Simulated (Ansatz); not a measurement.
CaGeO$_{3}$:
```
CELL_PARAMETERS angstrom
      5.30459     0.00000     0.00000
      0.00000     7.45363     0.00000
      0.00000     0.00000     5.25974
ATOMIC_POSITIONS crystal
  Ca 0.04083 0.25000 0.99126
  Ca 0.95917 0.75000 0.00874
  Ca 0.45917 0.75000 0.49126
  Ca 0.54083 0.25000 0.50874
  Ge 0.50000 0.00000 0.00000
  Ge 0.00000 0.00000 0.50000
  Ge 0.00000 0.50000 0.50000
  Ge 0.50000 0.50000 0.00000
  O  0.28831 0.46158 0.71044
  O  0.71169 0.53842 0.28956
  O  0.21169 0.53842 0.21044
  O  0.78831 0.46158 0.78956
  O  0.78831 0.03842 0.78956
  O  0.21169 0.96158 0.21044
  O  0.71169 0.96158 0.28956
  O  0.28831 0.03842 0.71044
  O  0.48491 0.25000 0.07375
  O  0.51509 0.75000 0.92625
  O  0.01509 0.75000 0.57375
  O  0.98491 0.25000 0.42625
```

Relaxed with PBEsol. Special points in fractions of this cell's reciprocal vectors: Γ (0.000, 0.000, 0.000); X (0.500, 0.000, 0.000); S (0.500, 0.500, 0.000); Y (0.000, 0.500, 0.000); Z (0.000, 0.000, 0.500); U (0.500, 0.000, 0.500); R (0.500, 0.500, 0.500); T (0.000, 0.500, 0.500).

Q: List the band energies nearest the valence-band maximum at these points for plane-wave PAW PBEsol (Ansatz code).

A: In eV from the valence-band maximum; about four levels below and three above (degenerate sets whole), none deeper than 8.9 eV; points with the same levels are listed once.

```
k                    below                above
-  -----------------------  -------------------
Γ  -0.37 -0.24 -0.18 -0.12       2.34 5.12 6.46
X  -0.59 -0.59 -0.33 -0.33  4.34 4.34 6.26 6.26
S  -0.41 -0.41 -0.41 -0.41  4.97 4.97 4.97 4.97
Y  -0.41 -0.41 -0.21 -0.21  3.36 3.36 6.90 6.90
Z  -0.42 -0.42 -0.25 -0.25  4.14 4.14 6.24 6.24
U    -0.82 -0.82 0.00 0.00  5.08 5.08 7.08 7.08
R  -0.37 -0.37 -0.37 -0.37  5.76 5.76 5.76 5.76
T  -0.37 -0.37 -0.28 -0.28  4.78 4.78 4.82 4.82
```

Space group Pnma. The workflow started from a Materials Project entry (that database holds measured and hypothetical structures alike); the Crystallography Open Database files this formula in space group No. 62, but the cells were not matched. Whether it is the stable phase at ambient conditions was not checked. Symmetry was held in the PBEsol relaxation; whether a distortion lowers the energy is not shown. Scalar-relativistic: spin–orbit coupling is off unless named, which matters more the heavier the elements.

Potentials: the later of the program's two PAW sets.
